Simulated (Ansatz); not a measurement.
GeSbTe3 in space group R3m (No. 160; Pearson symbol hR5), DFT-LDA in the program Ansatz with PAW potentials, all energies at zero smearing, with the estimated change up to a 700 eV cutoff added, with one set of potentials and settings (totals compare only within such a set). Cell of 5 atoms (1 Ge, 1 Sb, 3 Te): -31033.500 eV.

| element | reference phase | E (eV/atom) |
|---|---|---|
| Ge | Fd-3m, 2 atoms in the cell | -4215.7216 |
| Sb | R-3m, 2 atoms in the cell | -6335.8223 |
| Te | P3_121, 3 atoms in the cell | -6827.2001 |

Formation energy per atom, worked out: (-31033.500 − 1×(-4215.7216) − 1×(-6335.8223) − 3×(-6827.2001))/5 = -0.071 eV/atom (-7 kJ per mol of atoms), at 0 K, without zero-point energy or fitted corrections.

The workflow started from a Materials Project entry (that database holds measured and hypothetical structures alike); the Crystallography Open Database copy checked does not list it. Its standing as an ambient phase is unchecked. The LDA relaxation kept the symmetry of its start; its stability against distortions is not shown here. A crystal of weakly bound layers computed without a dispersion correction: the cell and the soft elastic constants depend strongly on that. The references are the lowest solids computed at this level, not always the standard phases. Spin–orbit coupling is left out wherever it is not named.

Potentials: the later of the program's two PAW sets.
